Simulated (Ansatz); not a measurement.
Si3N4:
```yaml
crystal:
  lattice:
    - [7.60550, 0.00000, 0.00000]
    - [-3.80275, 6.58656, 0.00000]
    - [0.00000, 0.00000, 2.90564]
  atoms:
    - { symbol: Si, position: [0.23063, 0.82458, 0.75000] }
    - { symbol: Si, position: [0.76937, 0.17542, 0.25000] }
    - { symbol: Si, position: [0.40604, 0.23063, 0.25000] }
    - { symbol: Si, position: [0.59396, 0.76937, 0.75000] }
    - { symbol: Si, position: [0.17542, 0.40604, 0.75000] }
    - { symbol: Si, position: [0.82458, 0.59396, 0.25000] }
    - { symbol: N, position: [0.33333, 0.66667, 0.75000] }
    - { symbol: N, position: [0.66667, 0.33333, 0.25000] }
    - { symbol: N, position: [0.96874, 0.66969, 0.75000] }
    - { symbol: N, position: [0.03126, 0.33031, 0.25000] }
    - { symbol: N, position: [0.29905, 0.96874, 0.25000] }
    - { symbol: N, position: [0.70095, 0.03126, 0.75000] }
    - { symbol: N, position: [0.33031, 0.29905, 0.75000] }
    - { symbol: N, position: [0.66969, 0.70095, 0.25000] }
```

Cartesian axes are those of the cell as given.

Problem. Give the high-frequency dielectric tensor and the Born effective charge tensors of the independent atoms from DFPT, plane-wave PAW r²SCAN (Ansatz code).

Solution. 
ε∞:
```
3.98  0.00  0.00
0.00  3.98  0.00
0.00  0.00  4.06
```
Z* of atom 1 (Si), rows: field, columns: displacement, in e:
```
3.39  0.20  0.00
0.18  3.31  0.00
0.00  0.00  3.41
```
Z* of atom 7 (N), rows: field, columns: displacement, in e:
```
-2.95  -0.05   0.00
 0.05  -2.95   0.00
 0.00   0.00  -1.75
```
Z* of atom 9 (N), rows: field, columns: displacement, in e:
```
-2.70  -0.69   0.00
-0.70  -2.04   0.00
 0.00   0.00  -2.83
```

Static charges for comparison (Bader): Si1 +3.21, N7 -2.40, N9 -2.41 e. Born charges measure polarisation by displacement and can exceed these by far.

Space group P6_3/m. The r²SCAN relaxation kept the symmetry of its start; phonons on a q-mesh show no instability.

Potentials: the earlier of the program's two PAW sets.
